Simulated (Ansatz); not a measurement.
The cell is B4AsN3, ordered on the zincblende lattice (P-43m) with 8 atoms a cell; cell and atoms were relaxed with r2SCAN. The symmetry is P-43m (No. 215, cubic); conventional cell a = 3.954 Å, 7.72 Å³ an atom. N is surrounded by 4 B at 1.67 Å; B is surrounded by 3 N at 1.67 Å and 1 As at 1.87 Å; As is surrounded by 4 B at 1.87 Å.

3 runs of Ansatz on this cell differ in the functional (and in the settings that go with it). Levels are in eV from each run's valence top; v1 is the last filled band, c1 the first empty one.

Run A, mean stress 0.0 GPa (compression positive):
```tsv
point	v5	v3	v1	c1	c2	c3
Γ	-5.55	0.00	0.00	1.04	2.99	2.99
X	-4.81	-4.18	-2.09	3.17	5.06	6.44
M	-4.83	-3.54	-1.39	5.86	6.41	6.41
R	-3.46	-0.56	-0.56	5.25	5.25	5.25
```

Run B, mean stress -3.2 GPa (compression positive):
```tsv
point	v5	v3	v1	c1	c2	c3
Γ	-5.76	0.00	0.00	2.50	4.35	4.35
X	-5.07	-4.47	-2.18	4.64	6.57	8.06
M	-5.03	-3.77	-1.47	7.32	8.03	8.03
R	-3.69	-0.60	-0.60	6.88	6.88	6.88
```

Run C, mean stress +3.2 GPa (compression positive):
```tsv
point	v5	v3	v1	c1	c2	c3
Γ	-5.31	0.00	0.00	0.74	2.60	2.60
X	-4.64	-4.02	-2.01	2.77	4.59	5.99
M	-4.58	-3.40	-1.34	5.38	5.89	5.89
R	-3.33	-0.54	-0.54	4.87	4.87	4.87
```

Question: Match the runs to PBE, r2SCAN, PBE0.

Answer: A is r2SCAN, B is PBE0, C is PBE. In order of the gap: PBE 0.74, r2SCAN 1.04, PBE0 2.50 eV. The stress vanishes for r2SCAN, which relaxed the cell.

All values are calculated for a non-magnetic cell, which may be hypothetical.

Spin-orbit coupling is left out.

The stress of a hybrid is loosely converged in these runs.

The meshes of the hybrids are coarse, so their gaps aren't converged to the digits shown.
